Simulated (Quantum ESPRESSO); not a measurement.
# Si3N4: finding a planted mistake in a log

Simulated, not a measurement. The program is pw.x of Quantum ESPRESSO 7.5 (plane-wave density functional theory). The cell is made up: 7 atoms on a zincblende/diamond lattice with one site empty, with randomly drawn elements, strain and displacements, not relaxed. PseudoDojo standard norm-conserving files (v0.5 for PBE, v0.4.1 for LDA and PBEsol) set the functional; there is no spin polarisation, spin-orbit coupling or dispersion term, and the masses in the input are unused placeholders.

Intended input:

```
&control calculation='scf', pseudo_dir='./dojo.nc.sr.pbe.v0_5.standard.upf', outdir='./o', disk_io='medium', tprnfor=.true., tstress=.true. /
&system ibrav=0, nat=7, ntyp=2, nbnd=22, ecutwfc=84.00895049, nosym=.true., tot_charge=0,
 occupations='smearing', smearing='fd', degauss=0.0018374661
/
&electrons conv_thr=7.350e-09, electron_maxstep=60, /
ATOMIC_SPECIES
N 1.0 N.upf
Si 1.0 Si.upf
CELL_PARAMETERS angstrom
4.1864 0.0569 0.0453
0.0569 4.248 0.0673
0.0453 0.0673 4.1882
ATOMIC_POSITIONS angstrom
Si -0.0157 -0.028 -0.0355
Si 0.0827 2.1653 2.1201
Si 2.137 2.1492 0.0344
N 1.0742 1.1208 1.0729
N 1.1479 3.2204 3.1972
N 3.1629 1.1358 3.2124
N 3.174 3.2353 1.1258
K_POINTS automatic
4 4 4 1 1 1
```

The log is shortened where brackets say so; the opening notice, blank lines, dates and the lines on written files are dropped, and the path of the files is cut. It prints rydbergs, bohrs and kilobars, and counts compression as positive stress.

Log of the intended run:

```
     Program PWSCF v.7.5
     Parallel version (MPI & OpenMP), running on       1 processor cores
     Number of MPI processes:                 1
     Threads/MPI process:                     1
     [start-up lines left out]
     bravais-lattice index     =            0
     lattice parameter (alat)  =       7.9123  a.u.
     unit-cell volume          =     502.3550 (a.u.)^3
     number of atoms/cell      =            7
     number of atomic types    =            2
     number of electrons       =        32.00
     number of Kohn-Sham states=           22
     kinetic-energy cutoff     =      84.0090  Ry
     charge density cutoff     =     336.0358  Ry
     scf convergence threshold =      7.3E-09
     mixing beta               =       0.7000
     number of iterations used =            8  plain     mixing
     Exchange-correlation= PBE
                           (   1   4   3   4   0   0   0)
     [axes and pseudopotential details left out]
   Cartesian axes
     site n.     atom                  positions (alat units)
         1        Si     tau(   1) = (  -0.0037497  -0.0066873  -0.0084786  )
         2        Si     tau(   2) = (   0.0197515   0.5171444   0.5063492  )
         3        Si     tau(   3) = (   0.5103854   0.5132992   0.0082158  )
         4        N      tau(   4) = (   0.2565541   0.2676837   0.2562436  )
         5        N      tau(   5) = (   0.2741560   0.7691368   0.7635958  )
         6        N      tau(   6) = (   0.7554039   0.2712662   0.7672261  )
         7        N      tau(   7) = (   0.7580549   0.7726954   0.2688778  )
     number of k points=    32  Fermi-Dirac smearing, width (Ry)=  0.0018
                       cart. coord. in units 2pi/alat
        k(    1) = (   0.1220756   0.1196424   0.1217222), wk =   0.0625000
        k(    2) = (   0.1194235   0.1157169   0.3717442), wk =   0.0625000
     [further k points left out]
     Dense  grid:    52241 G-vectors     FFT dimensions: (  48,  48,  48)
     Estimated max dynamical RAM per process >      53.51 MB
     Initial potential from superposition of free atoms
     starting charge      31.9981, renormalised to      32.0000
     Starting wfcs are   28 randomized atomic wfcs
     total cpu time spent up to now is        4.1 secs
     per-process dynamical memory:    43.7 Mb
     Self-consistent Calculation
     iteration #  1     ecut=    84.01 Ry     beta= 0.70
     Davidson diagonalization with overlap
     ethr =  1.00E-02,  avg # of iterations =  3.2
     total cpu time spent up to now is       11.2 secs
     total energy              =    -107.98769584 Ry
     estimated scf accuracy    <       1.81947722 Ry
     iteration #  2     ecut=    84.01 Ry     beta= 0.70
     Davidson diagonalization with overlap
     ethr =  5.69E-03,  avg # of iterations =  2.0
     total cpu time spent up to now is       16.6 secs
     total energy              =    -108.54062621 Ry
     estimated scf accuracy    <       1.29725345 Ry
     [iterations 3 to 10 left out]
     iteration # 11     ecut=    84.01 Ry     beta= 0.70
     Davidson diagonalization with overlap
     ethr =  4.44E-10,  avg # of iterations =  2.0
     total cpu time spent up to now is       80.1 secs
     total energy              =    -108.75635070 Ry
     estimated scf accuracy    <       0.00000004 Ry
     iteration # 12     ecut=    84.01 Ry     beta= 0.70
     Davidson diagonalization with overlap
     ethr =  1.17E-10,  avg # of iterations =  2.0
     total cpu time spent up to now is       86.9 secs
     End of self-consistent calculation
     [lines on levels left out]
!    total energy              =    -108.75635070 Ry
     estimated scf accuracy    <          9.2E-10 Ry
     smearing contrib. (-TS)   =      -0.00000000 Ry
     internal energy E=F+TS    =    -108.75635070 Ry
     The total energy is F=E-TS. E is the sum of the following terms:
     one-electron contribution =      -1.74729150 Ry
     hartree contribution      =      20.95677782 Ry
     xc contribution           =     -34.11311697 Ry
     ewald contribution        =     -93.85272005 Ry
     convergence has been achieved in  12 iterations
     Forces acting on atoms (cartesian axes, Ry/au):
     atom    1 type  2   force =     0.01671324    0.01658615    0.03614514
     atom    2 type  2   force =    -0.02018243   -0.01365990    0.00007271
     atom    3 type  2   force =    -0.00316650   -0.00943276    0.03938355
     atom    4 type  1   force =    -0.04277925    0.00780790   -0.05234502
     atom    5 type  1   force =    -0.06683504   -0.01907003    0.01619081
     atom    6 type  1   force =     0.06991210    0.05658153    0.00661390
     atom    7 type  1   force =     0.04633789   -0.03881289   -0.04606108
     Total force =     0.166544     Total SCF correction =     0.000032
     Computing stress (Cartesian axis) and pressure
          total   stress  (Ry/bohr**3)                   (kbar)     P=     -148.42
  -0.00102564  -0.00050835  -0.00026384         -150.88      -74.78      -38.81
  -0.00050835  -0.00107489  -0.00043536          -74.78     -158.12      -64.04
  -0.00026384  -0.00043536  -0.00092636          -38.81      -64.04     -136.27
     init_run     :      3.95s CPU      4.06s WALL (       1 calls)
     electrons    :     76.83s CPU     82.82s WALL (       1 calls)
     forces       :      0.88s CPU      0.91s WALL (       1 calls)
     stress       :      3.28s CPU      3.32s WALL (       1 calls)
     [timing details left out]
     PWSCF        :   1m25.02s CPU   1m31.24s WALL
     JOB DONE.
```

A second run was made from an input with one planted mistake. Its log:

```
     Program PWSCF v.7.5
     Parallel version (MPI & OpenMP), running on       1 processor cores
     Number of MPI processes:                 1
     Threads/MPI process:                     1
     [start-up lines left out]
     bravais-lattice index     =            0
     lattice parameter (alat)  =       7.9123  a.u.
     unit-cell volume          =     502.3550 (a.u.)^3
     number of atoms/cell      =            7
     number of atomic types    =            2
     number of electrons       =        32.00
     number of Kohn-Sham states=           22
     kinetic-energy cutoff     =      56.5205  Ry
     charge density cutoff     =     226.0818  Ry
     scf convergence threshold =      7.3E-09
     mixing beta               =       0.7000
     number of iterations used =            8  plain     mixing
     Exchange-correlation= PBE
                           (   1   4   3   4   0   0   0)
     [axes and pseudopotential details left out]
   Cartesian axes
     site n.     atom                  positions (alat units)
         1        Si     tau(   1) = (  -0.0037497  -0.0066873  -0.0084786  )
         2        Si     tau(   2) = (   0.0197515   0.5171444   0.5063492  )
         3        Si     tau(   3) = (   0.5103854   0.5132992   0.0082158  )
         4        N      tau(   4) = (   0.2565541   0.2676837   0.2562436  )
         5        N      tau(   5) = (   0.2741560   0.7691368   0.7635958  )
         6        N      tau(   6) = (   0.7554039   0.2712662   0.7672261  )
         7        N      tau(   7) = (   0.7580549   0.7726954   0.2688778  )
     number of k points=    32  Fermi-Dirac smearing, width (Ry)=  0.0018
                       cart. coord. in units 2pi/alat
        k(    1) = (   0.1220756   0.1196424   0.1217222), wk =   0.0625000
        k(    2) = (   0.1194235   0.1157169   0.3717442), wk =   0.0625000
     [further k points left out]
     Dense  grid:    28845 G-vectors     FFT dimensions: (  40,  40,  40)
     Estimated max dynamical RAM per process >      30.58 MB
     Initial potential from superposition of free atoms
     starting charge      31.9981, renormalised to      32.0000
     Starting wfcs are   28 randomized atomic wfcs
     total cpu time spent up to now is        2.2 secs
     per-process dynamical memory:    28.0 Mb
     Self-consistent Calculation
     iteration #  1     ecut=    56.52 Ry     beta= 0.70
     Davidson diagonalization with overlap
     ethr =  1.00E-02,  avg # of iterations =  3.2
     total cpu time spent up to now is        6.3 secs
     total energy              =    -107.97631662 Ry
     estimated scf accuracy    <       1.77872280 Ry
     iteration #  2     ecut=    56.52 Ry     beta= 0.70
     Davidson diagonalization with overlap
     ethr =  5.56E-03,  avg # of iterations =  2.0
     total cpu time spent up to now is       10.2 secs
     total energy              =    -108.51389934 Ry
     estimated scf accuracy    <       1.24961563 Ry
     [iterations 3 to 10 left out]
     iteration # 11     ecut=    56.52 Ry     beta= 0.70
     Davidson diagonalization with overlap
     ethr =  4.24E-10,  avg # of iterations =  2.0
     total cpu time spent up to now is       40.7 secs
     total energy              =    -108.72250950 Ry
     estimated scf accuracy    <       0.00000004 Ry
     iteration # 12     ecut=    56.52 Ry     beta= 0.70
     Davidson diagonalization with overlap
     ethr =  1.11E-10,  avg # of iterations =  2.0
     total cpu time spent up to now is       43.5 secs
     End of self-consistent calculation
     [lines on levels left out]
!    total energy              =    -108.72250950 Ry
     estimated scf accuracy    <          2.6E-09 Ry
     smearing contrib. (-TS)   =      -0.00000000 Ry
     internal energy E=F+TS    =    -108.72250950 Ry
     The total energy is F=E-TS. E is the sum of the following terms:
     one-electron contribution =      -1.69571797 Ry
     hartree contribution      =      20.92317694 Ry
     xc contribution           =     -34.09724842 Ry
     ewald contribution        =     -93.85272006 Ry
     convergence has been achieved in  12 iterations
     Forces acting on atoms (cartesian axes, Ry/au):
     atom    1 type  2   force =     0.01673662    0.01657381    0.03618114
     atom    2 type  2   force =    -0.02019039   -0.01366078    0.00008340
     atom    3 type  2   force =    -0.00315828   -0.00943361    0.03944343
     atom    4 type  1   force =    -0.04298098    0.00749827   -0.05211434
     atom    5 type  1   force =    -0.06730757   -0.01876173    0.01608350
     atom    6 type  1   force =     0.07038442    0.05670929    0.00643887
     atom    7 type  1   force =     0.04651619   -0.03892526   -0.04611600
     Total force =     0.167004     Total SCF correction =     0.000053
     Computing stress (Cartesian axis) and pressure
          total   stress  (Ry/bohr**3)                   (kbar)     P=     -212.45
  -0.00146055  -0.00050822  -0.00026356         -214.85      -74.76      -38.77
  -0.00050822  -0.00151028  -0.00043505          -74.76     -222.17      -64.00
  -0.00026356  -0.00043505  -0.00136175          -38.77      -64.00     -200.32
     init_run     :      2.11s CPU      2.17s WALL (       1 calls)
     electrons    :     38.70s CPU     41.30s WALL (       1 calls)
     forces       :      0.49s CPU      0.51s WALL (       1 calls)
     stress       :      1.95s CPU      1.97s WALL (       1 calls)
     [timing details left out]
     PWSCF        :     43.34s CPU     46.08s WALL
     JOB DONE.
```

Question: what was wrong in the second input?

Answer: the plane-wave cutoff is too low. The input lines that differ, file-writing options aside:

```
- &system ibrav=0, nat=7, ntyp=2, nbnd=22, ecutwfc=84.00895049, nosym=.true., tot_charge=0,
+ &system ibrav=0, nat=7, ntyp=2, nbnd=22, ecutwfc=56.52045751, nosym=.true., tot_charge=0,
```

```
                                            intended run  run with the mistake
                          free energy (eV)     -1479.706             -1479.245
                    smearing term -TS (eV)        0.0000                0.0000
                            pressure (GPa)        -14.84                -21.24
            largest force component (eV/Å)         1.798                 1.810
largest change of a force component (eV/Å)                               0.012
                                iterations            12                    12
```

For scale, a rerun of the intended cell at 1437 eV and a 6 x 6 x 6 mesh moved values by no more than 0.002 eV in energy, 0.02 GPa in stress and 0.002 eV/Å in force.